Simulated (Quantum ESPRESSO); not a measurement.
Kohn-Sham bands of TaN (P-6m2)

```yaml
crystal:
  lattice:
    - [2.93994, 0.00000, 0.00000]
    - [-1.46997, 2.54606, 0.00000]
    - [0.00000, 0.00000, 2.89018]
  atoms:
    - { symbol: Ta, position: [0.00000, 0.00000, 0.50000] }
    - { symbol: N, position: [0.66667, 0.33333, 0.00000] }
```

Structure: Materials Project mp-1459, symmetrised, not relaxed again. COD (Crystallography Open Database) has the formula in 5 space groups, this one among them (matched by group alone). Level: PBEsol, no spin polarisation, no spin-orbit coupling; pw.x of Quantum ESPRESSO at 68 Ry with PseudoDojo potentials, 12×12×10 k-points, Wannier90. Density: 12×12×10 mesh, cold smearing 0.01 Ry. Spin-orbit coupling is left out although heavy elements are present.

Question: List the Kohn-Sham levels between −8 and 3.0 eV relative to the Fermi level at the high-symmetry points, as a band run of pw.x on that density gives them (levels within 2 meV counted together).

Answer: 
```json
[
 {"point": "Γ", "k (reciprocal lattice)": "0.000 0.000 0.000", "levels (eV)": "-4.62 (×2), -4.27, -3.02, 2.10"},
 {"point": "M", "k (reciprocal lattice)": "0.500 0.000 0.000", "levels (eV)": "-5.28, -3.54, -3.24, 2.91"},
 {"point": "K", "k (reciprocal lattice)": "0.333 0.333 0.000", "levels (eV)": "-7.64, -5.80, -5.24, 0.06, 0.96, 1.50, 2.38"},
 {"point": "A", "k (reciprocal lattice)": "0.000 0.000 0.500", "levels (eV)": "-3.80 (×2), -0.17 (×2), 2.30"},
 {"point": "L", "k (reciprocal lattice)": "0.500 0.000 0.500", "levels (eV)": "-7.40, -6.27, -5.74, -0.44"},
 {"point": "H", "k (reciprocal lattice)": "0.333 0.333 0.500", "levels (eV)": "-6.63, -3.97, -0.44"}
]
```
